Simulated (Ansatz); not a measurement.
The calculation used DFT PBE, scalar-relativistic, plane waves, PAW in Ansatz 0.2.0. All cells share a 420 eV cutoff and Γ-centred k meshes spaced at most about 0.3 Å⁻¹ (about 0.25 or finer for metals, 2π included). Collinear spin in cells that started with moments and kept them past the coarse steps, no spin elsewhere.

These are static total energies at zero pressure. All come from trial cells, and lower structures may exist.

Question: These unrelaxed guesses for Zn₅O are each relaxed within their symmetry. Order them by the energy at which they end, lowest first.
A.

```
Zn O
1.0
     0.00000    3.45932    3.45932
     3.45932    0.00000    3.45932
     3.45932    3.45932    0.00000
Zn O
5 1
Cartesian
  4.3242 4.3242 2.5945
  4.3242 2.5945 4.3242
  2.5945 4.3242 4.3242
  2.5945 2.5945 2.5945
  5.1890 5.1890 5.1890
  0.0000 0.0000 0.0000
```

B.

```
Zn O
1.0
     5.02624    0.00000    0.00000
     0.00000    5.02624    0.00000
     0.00000    0.00000    3.90930
Zn O
5 1
Direct
  0.28031 0.28031 0.50000
  0.71969 0.71969 0.50000
  0.28031 0.71969 0.50000
  0.71969 0.28031 0.50000
  0.00000 0.00000 0.50000
  0.50000 0.50000 0.00000
```

C.

```
Zn O
1.0
     4.05288    0.00000    0.00000
    -2.02644    3.50990    0.00000
     0.00000    0.00000    6.21723
Zn O
5 1
Direct
  0.00000 0.00000 0.89985
  0.50000 0.00000 0.73142
  0.00000 0.50000 0.73142
  0.50000 0.50000 0.73142
  0.00000 0.00000 0.41646
  0.00000 0.00000 0.13966
```

D.

```
Zn O
1.0
     2.98547    0.00000    0.00000
    -1.49274    2.58550    0.00000
     0.00000    0.00000   14.22576
Zn O
5 1
Direct
  0.00000 0.00000 0.83634
  0.66667 0.33333 0.66780
  0.00000 0.00000 0.50000
  0.66667 0.33333 0.33220
  0.00000 0.00000 0.16366
  0.66667 0.33333 0.00000
```

Answer: D (ends in P-6m2, 0 meV/atom), C (ends in P6/mmm, 231 meV/atom), B (ends in P4/mmm, 0.38 eV/atom), A (ends in F-43m, 0.53 eV/atom).

A magnetic state wasn't ruled out in cells without spin, among them P-6m2. Cells relaxed within their symmetry can be saddle points. Some structure types and database cells were kept out of the candidates from the start, so a known form may be missing.
